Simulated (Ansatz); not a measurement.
## Property card for AlB2P3

Theory: DFT PBE, scalar-relativistic, plane waves, PAW (Ansatz).

Cutoff 420 eV; k points 12×12×4 on the computed 6-atom cell (Γ-centred); Gaussian smearing, width 0.01 eV; no spin polarisation.

The structure is relaxed at this level of theory with its symmetry kept, and needn't be the ground state of this composition.

Space group P3m1 (No. 156), trigonal, a = 3.415 Å, c = 8.650 Å. Al is surrounded by 3 P at 2.24 Å and 1 P at 2.39 Å; B on its first site is surrounded by 4 P at 1.97–2.07 Å; around B on its second site lie 4 P at 1.98–2.07 Å; P on its first site is surrounded by 4 B at 1.97–2.07 Å; P on its second site is surrounded by 1 B at 1.98 Å and 3 Al at 2.24 Å; P on its third site has 3 B at 2.07 Å and 1 Al at 2.39 Å.

```json
{
 "Volume per atom": "14.56 Å³",
 "Formation energy from the elements' standard states (uncorrected)": "-0.241 eV/atom",
 "Kohn–Sham band gap": "0.21 eV",
 "Orbital (Löwdin) character of the top 1 eV of the valence band": "P 3p 79 %, Al 3p 15 %",
 "Orbital (Löwdin) character of the lowest 1 eV of the conduction band": "B 2p 20 %, P 3p 18 %, Al 3p 18 %, P 3s 15 %, B 2s 12 %, unprojected 13 %",
 "Bader charge by site (e)": "Al (1 in the cell) 2.14, B (1 in the cell) 0.40, B (1 in the cell) 0.42, P (1 in the cell) -0.36, P (1 in the cell) -1.78, P (1 in the cell) -0.83"
}
```

Another cell of AlB2P3 relaxed alike, in I-4m2, lies 42 meV/atom lower, so this cell isn't the stable form at this level.

The cell was found from a structure generator's guess, not taken from experiment. Kohn–Sham gaps at this level usually fall short of measured ones. Löwdin shares on free-atom orbitals overweight diffuse shells in the empty bands.
